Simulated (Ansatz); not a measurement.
Ansatz (a first-principles code) input:

Ansatz 0.2 input:
```yaml
crystal:
  lattice:
    - [4.5916936358, 0.0, 0.0]
    - [0.0, 4.5916936358, 0.0]
    - [0.0, 0.0, 4.5916936358]
  atoms:
    - { symbol: Cr, position: [0.25, 0.0, 0.5] }
    - { symbol: Cr, position: [0.5, 0.75, 0.0] }
    - { symbol: Cr, position: [0.75, 0.0, 0.5] }
    - { symbol: Cr, position: [0.5, 0.25, 0.0] }
    - { symbol: Cr, position: [0.0, 0.5, 0.75] }
    - { symbol: Cr, position: [0.0, 0.5, 0.25] }
    - { symbol: Os, position: [0.0, 0.0, 0.0] }
    - { symbol: Os, position: [0.5, 0.5, 0.5] }
kpoints:
  mp_grid: { grid: [16, 16, 16] }
hamiltonian:
  xc: pbesol
  pseudopotentials: { kind: paw }
scf:
  occupations: { method: fermi_dirac, width: 0.1 }
elastic: { mode: relaxed_ion, stencil: two_point, amplitude: 0.005, f_tol: 0.0005 }
```

Output (shortened):

```
Pseudopotential: Cr, paw, valence charge 14
Pseudopotential: Os, paw, valence charge 16
Functional definition: PBEsol
Crystal: 8 atoms, lattice volume = 96.810 Å³
Basis set: ecut = 420 eV, 1863 PW (Γ), exchange–correlation on 64×64×64 points (8 copies of the dense FFT grid, shifted against one another)
Bands: 70, of which v1, the nominal top of the filled ones, is band 58 counted from 1 (57 counted from 0)
Symmetry: 48 space group operations
Space group: Pm-3n (ITA 223), of the structure as read, at distance tolerance 4.6e-5 Å
k-points: 165 of 4096
the search or the solves at the SCF's close seem to have found levels that the self-consistency loop had missed (the run counts 1) …
SCF 1 converged in 11 iterations: F = -42597.231361 eV  dr2 = 5.95e-15
Crystal: 8 atoms, lattice volume = 96.326 Å³
Symmetry: 16 space group operations
k-points: 405 of 4096
SCF 2 converged in 12 iterations: F = -42597.226385 eV  dr2 = 4.46e-14
relax step   1: F+E_penalty+E_count = -42597.22638505 eV  Δ(F+E_penalty+E_count) = +0.000e0 eV  max|allowed force component| = 3.041e-2 eV/Å  Δτ_max = 0.0000 Å  (12 SCF iters, accepted)
Crystal: 8 atoms, lattice volume = 96.326 Å³
SCF 3 converged in 10 iterations: F = -42597.226439 eV  dr2 = 2.82e-15
relax step   2: F+E_penalty+E_count = -42597.22643921 eV  Δ(F+E_penalty+E_count) = -5.416e-5 eV  max|allowed force component| = 2.470e-2 eV/Å  Δτ_max = 0.0005 Å  (10 SCF iters, accepted)
Crystal: 8 atoms, lattice volume = 96.326 Å³
SCF 4 converged in 10 iterations: F = -42597.226544 eV  dr2 = 5.00e-14
relax step   3: F+E_penalty+E_count = -42597.22654392 eV  Δ(F+E_penalty+E_count) = -1.047e-4 eV  max|allowed force component| = 1.449e-4 eV/Å  Δτ_max = 0.0021 Å  (10 SCF iters, accepted)
Crystal: 8 atoms, lattice volume = 96.326 Å³
SCF 5 converged in 13 iterations: F = -42597.226544 eV  dr2 = 2.81e-18
Crystal: 8 atoms, lattice volume = 97.294 Å³
Basis set: ecut = 420 eV, 1895 PW (Γ), exchange–correlation on 64×64×64 points (8 copies of the dense FFT grid, shifted against one another)
SCF 6 converged in 12 iterations: F = -42597.228530 eV  dr2 = 5.39e-14
relax step   1: F+E_penalty+E_count = -42597.22853001 eV  Δ(F+E_penalty+E_count) = +0.000e0 eV  max|allowed force component| = 2.905e-2 eV/Å  Δτ_max = 0.0000 Å  (12 SCF iters, accepted)
Crystal: 8 atoms, lattice volume = 97.294 Å³
SCF 7 converged in 10 iterations: F = -42597.228689 eV  dr2 = 7.72e-14
relax step   2: F+E_penalty+E_count = -42597.22868902 eV  Δ(F+E_penalty+E_count) = -1.590e-4 eV  max|allowed force component| = 2.948e-3 eV/Å  Δτ_max = 0.0025 Å  (10 SCF iters, accepted)
Crystal: 8 atoms, lattice volume = 97.294 Å³
SCF 8 converged in 9 iterations: F = -42597.228691 eV  dr2 = 4.80e-14
relax step   3: F+E_penalty+E_count = -42597.22869069 eV  Δ(F+E_penalty+E_count) = -1.665e-6 eV  max|allowed force component| = 1.392e-5 eV/Å  Δτ_max = 0.0003 Å  (9 SCF iters, accepted)
Crystal: 8 atoms, lattice volume = 97.294 Å³
SCF 9 converged in 13 iterations: F = -42597.228691 eV  dr2 = 5.14e-18
Crystal: 8 atoms, lattice volume = 96.809 Å³
Basis set: ecut = 420 eV, 1883 PW (Γ), exchange–correlation on 64×64×64 points (8 copies of the dense FFT grid, shifted against one another)
Symmetry: 8 space group operations
k-points: 657 of 4096
SCF 10 converged in 11 iterations: F = -42597.230419 eV  dr2 = 6.82e-14
relax step   1: F+E_penalty+E_count = -42597.23041854 eV  Δ(F+E_penalty+E_count) = +0.000e0 eV  max|allowed force component| = 2.024e-2 eV/Å  Δτ_max = 0.0000 Å  (11 SCF iters, accepted)
Crystal: 8 atoms, lattice volume = 96.809 Å³
SCF 11 converged in 9 iterations: F = -42597.230478 eV  dr2 = 1.93e-14
relax step   2: F+E_penalty+E_count = -42597.23047837 eV  Δ(F+E_penalty+E_count) = -5.983e-5 eV  max|allowed force component| = 6.599e-3 eV/Å  Δτ_max = 0.0011 Å  (9 SCF iters, accepted)
Crystal: 8 atoms, lattice volume = 96.809 Å³
SCF 12 converged in 8 iterations: F = -42597.230485 eV  dr2 = 8.20e-14
relax step   3: F+E_penalty+E_count = -42597.23048550 eV  Δ(F+E_penalty+E_count) = -7.126e-6 eV  max|allowed force component| = 1.848e-4 eV/Å  Δτ_max = 0.0005 Å  (8 SCF iters, accepted)
Crystal: 8 atoms, lattice volume = 96.809 Å³
SCF 13 converged in 13 iterations: F = -42597.230485 eV  dr2 = 3.82e-19
Crystal: 8 atoms, lattice volume = 96.809 Å³
SCF 14 converged in 11 iterations: F = -42597.230419 eV  dr2 = 6.89e-14
relax step   1: F+E_penalty+E_count = -42597.23041854 eV  Δ(F+E_penalty+E_count) = +0.000e0 eV  max|allowed force component| = 2.024e-2 eV/Å  Δτ_max = 0.0000 Å  (11 SCF iters, accepted)
Crystal: 8 atoms, lattice volume = 96.809 Å³
SCF 15 converged in 9 iterations: F = -42597.230485 eV  dr2 = 5.69e-14
relax step   2: F+E_penalty+E_count = -42597.23048547 eV  Δ(F+E_penalty+E_count) = -6.693e-5 eV  max|allowed force component| = 4.625e-4 eV/Å  Δτ_max = 0.0017 Å  (9 SCF iters, accepted)
Crystal: 8 atoms, lattice volume = 96.809 Å³
SCF 16 converged in 14 iterations: F = -42597.230485 eV  dr2 = 0.0
SCF converged after 11 iterations
Free energy (F): -42597.231361 eV
Harris-Foulkes:  -42597.231361 eV  (|F-HF|=0.00e0)
Internal energy: -42596.900521 eV  (E = F + TS)
E sigma→0 (E₀):  -42597.065941 eV
Entropy (-TS):   -0.330840 eV (-41.355 meV/atom)
Fermi energy:    21.311211 eV
--- Per-component energies (eV) ---
  E_band       = -983.847458
  E_kinetic    = 3187.964578
  E_local      = -8667.644599  (includes V_loc(G=0)·N_el)
  E_nonlocal   = 485.548557
  E_hartree    = 3753.578936
  E_xc         = -1367.268524
  E_vxc        = -1639.889079  (∫ρ·V_xc dr)
  E_paw        = -24762.614087  (= ΣΔE_a)
  E_vpaw       = -1856.987028  (= ΣTr[D̂ρ^β])
  E_aug_tail   = 0.002242  (compensation charges beyond the density's cutoff)
  E_ewald      = -15227.923488
  E_core_change = 1.455863  (= ΣΔE_core)
  E_smearing   = -0.330840  (= −TS)
  E_closure    = 0.000000  (closes the sum)
  Σ components = -42597.231361   (vs F -42597.231361, Δ=0.00e0)
--- Forces (eV/Å), atoms counted from 1 ---
  atom   1  Cr     0.00000000     0.00000000     0.00000000
  atom   2  Cr     0.00000000     0.00000000     0.00000000
  atom   3  Cr     0.00000000     0.00000000     0.00000000
  atom   4  Cr     0.00000000     0.00000000     0.00000000
  atom   5  Cr     0.00000000     0.00000000     0.00000000
  atom   6  Cr     0.00000000     0.00000000     0.00000000
  atom   7  Os     0.00000000     0.00000000     0.00000000
  atom   8  Os     0.00000000     0.00000000     0.00000000
  max |Σ_I F_I| component: 2.89e-17 eV/Å
--- Stress (GPa, compression-positive) ---
        0.340661       0.000000       0.000000
        0.000000       0.340661       0.000000
        0.000000       0.000000       0.340661
  P = ⅓ Tr σ = 0.3407 GPa (3.407 kbar)
--- Band table (eV; the first three rows and the last of 165) ---
  k-point 0: bands = ["-64.9191", "-64.9184", "-50.3327", "-50.2756", "-50.2756", "-50.1026", "-50.1026", "-50.1026", "-24.4332", "-24.4332", "-24.4332", "-24.4015", "-24.4015", "-24.4015", "-22.2477", "-22.2477", "-22.1459", "-21.8325", "-21.8325", …
  k-point 1: bands = ["-64.9191", "-64.9184", "-50.3318", "-50.2760", "-50.2744", "-50.1044", "-50.1026", "-50.1026", "-24.4331", "-24.4331", "-24.4318", "-24.4020", "-24.4020", "-24.4008", "-22.2463", "-22.2411", "-22.1429", "-21.8330", "-21.8330", …
  k-point 2: bands = ["-64.9191", "-64.9184", "-50.3291", "-50.2773", "-50.2706", "-50.1098", "-50.1026", "-50.1026", "-24.4329", "-24.4329", "-24.4276", "-24.4034", "-24.4034", "-24.3990", "-22.2425", "-22.2256", "-22.1298", "-21.8343", "-21.8343", …
  k-point 164: bands = ["-64.9186", "-64.9186", "-50.1997", "-50.1997", "-50.1997", "-50.1997", "-50.1997", "-50.1997", "-24.3988", "-24.3988", "-24.3988", "-24.3988", "-24.3988", "-24.3988", "-21.8556", "-21.8556", "-21.7230", "-21.7230", "-21.7230", …
--- Elastic constants: 2 strain directions × 2 members + reference (group order 48) ---
  dense FFT box of the reference and of every strained cell: 32×32×32
  strains applied: 11, 23; error gains: componentwise 1.00 (the most a stress slope's error grows in a printed constant), spectral 1.73 (1 for all six strains …
  C = ∂σ_k/∂η_j (tension-positive GPa; Voigt order 11 22 33 23 13 12):
       494.727    216.881    216.881      0.000      0.000      0.000
       216.881    494.727    216.881      0.000      0.000      0.000
       216.881    216.881    494.727      0.000      0.000      0.000
         0.000      0.000      0.000    114.821      0.000      0.000
         0.000      0.000      0.000      0.000    114.821      0.000
         0.000      0.000      0.000      0.000      0.000    114.821
  reference stress σ⁰ (GPa):     -0.341     -0.341     -0.341      0.000      0.000      0.000
  moduli (Voigt/Reuss/Hill, GPa): K = 309.50/309.50/309.50   G = 124.46/123.38/123.92   E = 327.99   ν = 0.323
  mechanically stable: yes (min eigenvalue of sym C = 114.82 GPa)
  strain η (Voigt 11):  stress-route row diagonal C_11 = 494.73 GPa, energy-path curvature d²(F+E_count+ΔE)/dδ²/Ω₀ = 494.75 GPa
         δ    σ_11 (GPa)             F (eV)   n_scf  n_hpsi   n_pw
    -5.000e-3      -2.8679      -42597.2265439      13  525952   1924   relax 3 steps, max|allowed force component| 1.45e-4 eV/Å
     5.000e-3       2.0793      -42597.2286907      13  528689   1924   relax 3 steps, max|allowed force component| 1.39e-5 eV/Å
  strain η (Voigt 23):  stress-route row diagonal C_44 = 114.82 GPa, energy-path curvature d²(F+E_count+ΔE)/dδ²/Ω₀ = 115.06 GPa
         δ    σ_23 (GPa)             F (eV)   n_scf  n_hpsi   n_pw
    -5.000e-3      -0.5741      -42597.2304855      13  853871   1924   relax 3 steps, max|allowed force component| 1.85e-4 eV/Å
     5.000e-3       0.5741      -42597.2304855      14  910446   1924   relax 2 steps, max|allowed force component| 4.62e-4 eV/Å
```

Cost: very roughly 100 core-minutes on shared cores.

The workflow started from an entry of the Crystallography Open Database (COD). Its standing as an ambient phase is unchecked. The cell was relaxed with PBEsol under the symmetry of its start; whether a distortion lowers the energy is not shown. No spin polarisation was allowed. As this level gives no gap, shear constants depend on the k-mesh and smearing (Fermi–Dirac, 0.1 eV here). On the denser mesh and wider smearing of the elastic run this cell carries a stress of 0.3 GPa. Spin–orbit coupling is left out wherever it is not named.

Potentials: the later of the program's two PAW sets.

Ansatz is a plane-wave DFT program.
